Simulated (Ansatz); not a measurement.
Computed with Ansatz 0.2.0, DFT PBE, scalar-relativistic, plane waves, PAW. Settings: cutoff 420 eV, Γ-centred meshes spaced at most about 0.3 Å⁻¹, and about 0.25 Å⁻¹ or finer for metals (2π included), Gaussian smearing. No spin polarisation in the final relaxations.

All energies are static (0 K, no zero-point motion).

Compare these two cells of Sb3Se, each relaxed at this level.

A. Space group Im-3m (No. 229), cubic, a = 6.120 Å. Sb has 2 Se at 3.06 Å and 4 Sb at 3.06 Å; Se is surrounded by 6 Sb at 3.06 Å.

B. Space group Fm-3m (No. 225), cubic, a = 7.420 Å. Around Sb on a site of symmetry m-3m lie 8 Sb at 3.21 Å and 6 Se at 3.71 Å; around Sb on a site of symmetry -43m lie 4 Sb at 3.21 Å, 4 Se at 3.21 Å and 6 Sb at 3.71 Å; around Se lie 8 Sb at 3.21 Å and 6 Sb at 3.71 Å.

Problem. Which would you expect to be lower, and how large is the difference?

Solution. A is lower, by 185 meV/atom. A has space group Im-3m (No. 229), 28.6 Å³/atom and no gap on its mesh; B has the BiF3 (D0_3) type, space group Fm-3m (No. 225), 25.5 Å³/atom and no gap. Counting Sb atoms around Se (those within 1.25 times the shortest such distance or 1.15 times the sum of covalent radii; a plus sign parts nearer from farther groups; the shortest distance is added where it is long for a bond), A has Se 6 from 3.1 Å and B has Se 8+6 from 3.2 Å. The lower one is the more open, so pressure narrows the difference. Both come from invented guesses.

These runs have no spin–orbit coupling, which can matter for Sb. In Im-3m, Fm-3m an odd number of electrons in the primitive cell allows no gap without spin; a larger cell or a magnetic state could open one. A magnetic state wasn't ruled out in cells without spin, among them Fm-3m. Cells relaxed within their symmetry can be saddle points.
